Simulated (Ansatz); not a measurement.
Consider the following.

Cu3Sn:
```
CELL_PARAMETERS angstrom
      0.00000     2.99006     2.99006
      2.99006     0.00000     2.99006
      2.99006     2.99006     0.00000
ATOMIC_POSITIONS crystal
  Cu 0.50000 0.50000 0.50000
  Cu 0.75000 0.75000 0.75000
  Cu 0.25000 0.25000 0.25000
  Sn 0.00000 0.00000 0.00000
```

This is the LDA-relaxed structure.

Question: All from LDA in the plane-wave PAW code Ansatz, unless another level is named. Predict the formation energy from the elements (no fitted shifts).

Answer: 0.068 eV/atom.

Question: What about the density of states at the Fermi level?

Answer: 0.21 states/eV per atom (mean over ±0.08 eV).

Space group Fm-3m. The first step of the workflow began from a Materials Project structure, measured or hypothetical; the Crystallography Open Database copy checked does not list it. COD files the formula under space group No. 59, 63. With Cu and Sn taken as one species the cell has the higher symmetry Im-3m, so it may be an ordered model of a mixed-site phase. Its standing as an ambient phase is unchecked. The cell was relaxed with LDA under the symmetry of its start. At this level the phase is mechanically unstable. No spin polarisation was allowed. The references are the lowest solids computed at this level, not always the standard phases. Scalar-relativistic: spin–orbit coupling is off unless named, which matters more the heavier the elements.

Potentials: the later of the program's two PAW sets.
